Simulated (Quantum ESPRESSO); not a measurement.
## Si13Ge2C (input and log of a self-consistent run)

Computed values, not a measurement. The program is pw.x of Quantum ESPRESSO 7.5 (plane-wave density functional theory). The cell is made up: 16 atoms on a doubled zincblende/diamond lattice, with randomly drawn elements, strain and displacements, not relaxed. PseudoDojo standard norm-conserving files (v0.5 for PBE, v0.4.1 for LDA and PBEsol) set the functional; there is no spin polarisation, spin-orbit coupling or dispersion term, and the masses in the input are unused placeholders.

Input:

```
&control calculation='scf', pseudo_dir='./dojo.nc.sr.pbe.v0_5.standard.upf', outdir='./o', disk_io='low', tprnfor=.true., tstress=.true. /
&system ibrav=0, nat=16, ntyp=3, nbnd=52, ecutwfc=82.02448710, nosym=.true., tot_charge=0,
 occupations='smearing', smearing='fd', degauss=0.0073498644
/
&electrons conv_thr=7.350e-09, electron_maxstep=60, /
ATOMIC_SPECIES
C 1.0 C.upf
Ge 1.0 Ge.upf
Si 1.0 Si.upf
CELL_PARAMETERS angstrom
5.29 -0.0498 -0.0459
-0.0498 5.3144 -0.0454
-0.0919 -0.0908 10.5352
ATOMIC_POSITIONS angstrom
Si -0.0403 -0.0212 -0.0752
Si -0.0257 2.6374 2.6348
Si 2.5917 -0.0436 2.6351
Si 2.5767 2.6391 -0.0695
Ge -0.1007 -0.1768 5.3339
Si -0.0505 2.6058 7.8817
Si 2.5151 -0.0523 7.9226
Si 2.6117 2.6471 5.2236
Si 1.2758 1.3302 1.2811
Si 1.2315 3.9734 3.9219
Ge 3.9529 1.3273 3.9081
C 3.8505 3.9445 1.2472
Si 1.3376 1.3152 6.5392
Si 1.2452 3.9093 9.1708
Si 3.9491 1.2131 9.1762
Si 3.8447 3.9183 6.4601
K_POINTS automatic
6 6 4 1 1 1
```

The log is shortened where brackets say so; the opening notice, blank lines, dates and the lines on written files are dropped, and the path of the files is cut. It prints rydbergs, bohrs and kilobars, and counts compression as positive stress.

```
     Program PWSCF v.7.5
     Parallel version (MPI & OpenMP), running on       4 processor cores
     Number of MPI processes:                 4
     Threads/MPI process:                     1
     [start-up lines left out]
     bravais-lattice index     =            0
     lattice parameter (alat)  =       9.9975  a.u.
     unit-cell volume          =    1998.2302 (a.u.)^3
     number of atoms/cell      =           16
     number of atomic types    =            3
     number of electrons       =        84.00
     number of Kohn-Sham states=           52
     kinetic-energy cutoff     =      82.0245  Ry
     charge density cutoff     =     328.0979  Ry
     scf convergence threshold =      7.3E-09
     mixing beta               =       0.7000
     number of iterations used =            8  plain     mixing
     Exchange-correlation= PBE
                           (   1   4   3   4   0   0   0)
     [axes and pseudopotential details left out]
   Cartesian axes
     site n.     atom                  positions (alat units)
         1        Si     tau(   1) = (  -0.0076175  -0.0040072  -0.0142143  )
         2        Si     tau(   2) = (  -0.0048578   0.4985225   0.4980310  )
         3        Si     tau(   3) = (   0.4898842  -0.0082413   0.4980877  )
         4        Si     tau(   4) = (   0.4870489   0.4988438  -0.0131369  )
         5        Ge     tau(   5) = (  -0.0190344  -0.0334188   1.0082161  )
         6        Si     tau(   6) = (  -0.0095455   0.4925494   1.4898023  )
         7        Si     tau(   7) = (   0.4754053  -0.0098858   1.4975332  )
         8        Si     tau(   8) = (   0.4936646   0.5003560   0.9873671  )
         9        Si     tau(   9) = (   0.2411523   0.2514350   0.2421541  )
        10        Si     tau(  10) = (   0.2327787   0.7510538   0.7413192  )
        11        Ge     tau(  11) = (   0.7471788   0.2508868   0.7387107  )
        12        C      tau(  12) = (   0.7278232   0.7455911   0.2357463  )
        13        Si     tau(  13) = (   0.2528337   0.2485997   1.2360424  )
        14        Si     tau(  14) = (   0.2353682   0.7389376   1.7334685  )
        15        Si     tau(  15) = (   0.7464606   0.2293007   1.7344892  )
        16        Si     tau(  16) = (   0.7267268   0.7406387   1.2210909  )
     number of k points=    72  Fermi-Dirac smearing, width (Ry)=  0.0073
                       cart. coord. in units 2pi/alat
        k(    1) = (   0.0846911   0.0842999   0.0642362), wk =   0.0277778
        k(    2) = (   0.0857908   0.0853829   0.1897970), wk =   0.0277778
     [further k points left out]
     Dense  grid:   200423 G-vectors     FFT dimensions: (  60,  60, 120)
     Estimated max dynamical RAM per process >     694.10 MB
     Estimated total dynamical RAM >       2.57 GB
     Initial potential from superposition of free atoms
     starting charge      83.9903, renormalised to      84.0000
     Starting wfcs are   74 randomized atomic wfcs
     total cpu time spent up to now is       31.1 secs
     per-process dynamical memory:   585.4 Mb
     Self-consistent Calculation
     iteration #  1     ecut=    82.02 Ry     beta= 0.70
     Davidson diagonalization with overlap
     ethr =  1.00E-02,  avg # of iterations =  3.5
     Threshold (ethr) on eigenvalues was too large:
     Diagonalizing with lowered threshold
     Davidson diagonalization with overlap
     ethr =  7.15E-04,  avg # of iterations =  2.8
     total cpu time spent up to now is      152.1 secs
     total energy              =    -478.84087261 Ry
     estimated scf accuracy    <       0.63977610 Ry
     iteration #  2     ecut=    82.02 Ry     beta= 0.70
     Davidson diagonalization with overlap
     ethr =  7.62E-04,  avg # of iterations =  8.2
     total cpu time spent up to now is      203.7 secs
     total energy              =    -478.69163552 Ry
     estimated scf accuracy    <       1.07091261 Ry
     iteration #  3     ecut=    82.02 Ry     beta= 0.70
     Davidson diagonalization with overlap
     ethr =  7.62E-04,  avg # of iterations =  4.1
     total cpu time spent up to now is      258.1 secs
     total energy              =    -478.88103065 Ry
     estimated scf accuracy    <       0.46262130 Ry
     iteration #  4     ecut=    82.02 Ry     beta= 0.70
     Davidson diagonalization with overlap
     ethr =  5.51E-04,  avg # of iterations =  2.5
     total cpu time spent up to now is      298.3 secs
     total energy              =    -478.94439365 Ry
     estimated scf accuracy    <       0.21138518 Ry
     iteration #  5     ecut=    82.02 Ry     beta= 0.70
     Davidson diagonalization with overlap
     ethr =  2.52E-04,  avg # of iterations =  2.0
     total cpu time spent up to now is      334.4 secs
     total energy              =    -478.97288064 Ry
     estimated scf accuracy    <       0.00348176 Ry
     [iterations 6 to 8 left out]
     iteration #  9     ecut=    82.02 Ry     beta= 0.70
     Davidson diagonalization with overlap
     ethr =  3.73E-08,  avg # of iterations =  4.5
     total cpu time spent up to now is      541.6 secs
     total energy              =    -478.97511155 Ry
     estimated scf accuracy    <       0.00002386 Ry
     iteration # 10     ecut=    82.02 Ry     beta= 0.70
     Davidson diagonalization with overlap
     ethr =  2.84E-08,  avg # of iterations =  2.0
     total cpu time spent up to now is      575.5 secs
     total energy              =    -478.97511318 Ry
     estimated scf accuracy    <       0.00000196 Ry
     iteration # 11     ecut=    82.02 Ry     beta= 0.70
     Davidson diagonalization with overlap
     ethr =  2.34E-09,  avg # of iterations =  4.1
     total cpu time spent up to now is      616.1 secs
     total energy              =    -478.97511374 Ry
     estimated scf accuracy    <       0.00000015 Ry
     iteration # 12     ecut=    82.02 Ry     beta= 0.70
     Davidson diagonalization with overlap
     ethr =  1.75E-10,  avg # of iterations =  2.6
     total cpu time spent up to now is      653.7 secs
     total energy              =    -478.97511375 Ry
     estimated scf accuracy    <       0.00000005 Ry
     iteration # 13     ecut=    82.02 Ry     beta= 0.70
     Davidson diagonalization with overlap
     ethr =  5.50E-11,  avg # of iterations =  2.7
     total cpu time spent up to now is      689.5 secs
     End of self-consistent calculation
          k = 0.0847 0.0843 0.0642 ( 25113 PWs)   bands (ev):
   -17.2101 -17.1809 -17.1299 -17.1043 -17.0994 -16.9779 -16.9647 -16.9275
   -16.9225 -16.8959  -5.3484  -4.3901  -3.7606  -1.9676  -1.7507  -1.5244
    -1.3442  -1.1872  -0.4888  -0.2087  -0.1200   0.0185   0.0466   2.8030
     2.8775   3.0054   3.6979   3.8017   3.8418   4.0379   4.1313   4.1972
     4.2430   4.3551   4.4072   4.9433   5.0346   5.6030   5.6841   6.6983
     7.0267   7.2611   7.5107   7.9380   8.0980   8.4774   8.7037   8.7607
     8.9413   9.1587   9.8639   9.9238
     [levels at the other k points left out]
     the Fermi energy is     7.4604 ev
!    total energy              =    -478.97511375 Ry
     estimated scf accuracy    <          3.9E-09 Ry
     smearing contrib. (-TS)   =      -0.00169807 Ry
     internal energy E=F+TS    =    -478.97341568 Ry
     The total energy is F=E-TS. E is the sum of the following terms:
     one-electron contribution =    -283.61870853 Ry
     hartree contribution      =     186.58482793 Ry
     xc contribution           =    -132.01557783 Ry
     ewald contribution        =    -249.92395725 Ry
     convergence has been achieved in  13 iterations
     Forces acting on atoms (cartesian axes, Ry/au):
     atom    1 type  3   force =    -0.03395055   -0.06924406    0.10835734
     atom    2 type  3   force =    -0.05178221    0.07217303   -0.09957343
     atom    3 type  3   force =     0.05612994   -0.04826887   -0.08779195
     atom    4 type  3   force =     0.09978072    0.04507407    0.07167916
     atom    5 type  2   force =     0.06925818    0.11206660   -0.04583895
     atom    6 type  3   force =    -0.01996038   -0.00495199   -0.03677767
     atom    7 type  3   force =     0.04445313    0.00189013   -0.03401767
     atom    8 type  3   force =    -0.04787207   -0.02612144   -0.03885091
     atom    9 type  3   force =    -0.00285078   -0.02250197   -0.00043811
     atom   10 type  3   force =     0.02885626   -0.01712857   -0.00943366
     atom   11 type  2   force =    -0.00883240   -0.03613726    0.00982874
     atom   12 type  1   force =     0.00045466   -0.00307664   -0.00411548
     atom   13 type  3   force =    -0.03792518   -0.01447044    0.00999361
     atom   14 type  3   force =    -0.02121510    0.00552648    0.01589810
     atom   15 type  3   force =    -0.04018391    0.03300713   -0.00655225
     atom   16 type  3   force =    -0.03436030   -0.02783619    0.14763314
     Total force =     0.356197     Total SCF correction =     0.000093
     Computing stress (Cartesian axis) and pressure
          total   stress  (Ry/bohr**3)                   (kbar)     P=       79.21
   0.00054339   0.00023812   0.00000073           79.94       35.03        0.11
   0.00023812   0.00051638  -0.00002445           35.03       75.96       -3.60
   0.00000073  -0.00002445   0.00055553            0.11       -3.60       81.72
     init_run     :     29.53s CPU     30.65s WALL (       1 calls)
     electrons    :    651.69s CPU    658.46s WALL (       1 calls)
     forces       :      9.82s CPU      9.90s WALL (       1 calls)
     stress       :     32.26s CPU     33.13s WALL (       1 calls)
     [timing details left out]
     PWSCF        :  12m 3.94s CPU  12m13.01s WALL
     JOB DONE.
```

In other units: free energy -6516.788 eV for the cell, pressure 7.92 GPa, largest force component 3.796 eV/Å. A rerun of this cell at a cutoff of 1347 eV and k mesh 8 x 8 x 6 moved values by no more than 0.003 eV in energy, 0.02 GPa in stress and 0.002 eV/Å in force.